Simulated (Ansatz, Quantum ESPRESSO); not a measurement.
This is a calculation of GaGe for Ansatz 0.2.0. The cell comes from a database or a generator and needn't be the stable form of this composition.

Contents of input.yaml:

```yaml
crystal:
  lattice:
    - [0.0, 2.897844, 2.897844]
    - [2.897844, 0.0, 2.897844]
    - [2.897844, 2.897844, 0.0]
  atoms:
    - { symbol: Ge, position: [0.0, 0.0, 0.0] }
    - { symbol: Ga, position: [0.25, 0.25, 0.25] }
hamiltonian:
  xc: pbe
  pseudopotentials: { kind: paw, azcp: { folder: soft_1 } }
kpoints:
  mp_grid: { grid: [8, 8, 8] }
scf:
  occupations: { method: fermi_dirac, width: 0.05 }
output:
  forces: true
  stress: true
  eigenvalues: true
```

Potentials or basis: Ansatz PAW soft_1.

Command:

```sh
$ ansatz run input.yaml --threads 1 --pin off --max-ram 3584MiB --backend cpu --events-out ev --progress --plain --runs-dir out
```

Set up the same calculation for Quantum ESPRESSO 7.5. Potentials or basis there: SSSP 1.3 efficiency PBE, cutoff 952 eV.

As run (cutoffs and basis follow the program's own potentials, and thresholds, step limits or extra output files can differ):

pw.in

```
&CONTROL
  calculation = 'scf'
  prefix = 'pwscf'
  outdir = './tmp'
  pseudo_dir = './pseudo'
  tprnfor = .true.
  tstress = .true.
  disk_io = 'low'
/
&SYSTEM
  ibrav = 0
  nat = 2
  ntyp = 2
  ecutwfc = 70
  ecutrho = 560
  nbnd = 21
  occupations = 'smearing'
  smearing = 'fd'
  degauss = 0.00367493
/
&ELECTRONS
  conv_thr = 4d-10
  electron_maxstep = 120
  mixing_beta = 0.5
/
ATOMIC_SPECIES
Ge    72.6300 ge_pbe_v1.4.uspp.F.UPF
Ga    69.7230 Ga.pbe-dn-kjpaw_psl.1.0.0.UPF
CELL_PARAMETERS angstrom
   0.0000000000    2.8978440000    2.8978440000
   2.8978440000    0.0000000000    2.8978440000
   2.8978440000    2.8978440000    0.0000000000
ATOMIC_POSITIONS crystal
Ge     0.0000000000    0.0000000000    0.0000000000
Ga     0.2500000000    0.2500000000    0.2500000000
K_POINTS automatic
8 8 8 0 0 0
```

File pp_density.in:

```
&INPUTPP
  prefix = 'pwscf'
  outdir = './tmp'
  filplot = 'density.dat'
  plot_num = 0
/
&PLOT
  nfile = 1
  filepp(1) = 'density.dat'
  iflag = 3
  output_format = 6
  fileout = 'density.cube'
/
```

The input pp_potential.in:

```
&INPUTPP
  prefix = 'pwscf'
  outdir = './tmp'
  filplot = 'potential.dat'
  plot_num = 11
/
&PLOT
  nfile = 1
  filepp(1) = 'potential.dat'
  iflag = 3
  output_format = 6
  fileout = 'potential.cube'
/
```

Potentials or basis: SSSP 1.3 efficiency PBE.

Command:

```sh
$ OMP_NUM_THREADS=1 pw.x -in pw.in > pw.out
$ OMP_NUM_THREADS=1 pp.x -in pp_density.in > pp_density.out
$ OMP_NUM_THREADS=1 pp.x -in pp_potential.in > pp_potential.out
```

Both were run:

|  | Ansatz | Quantum ESPRESSO |
| --- | --- | --- |
| Pressure | 0.2 GPa | 0.1 GPa |

Ansatz's pressure holds a Pulay term of +0.03 GPa for its cutoff of 420 eV, which the other run lacks.

Where Ansatz's input types no cutoff or centring, it takes its own default and a Γ-centred mesh.

Pressure is positive in compression.
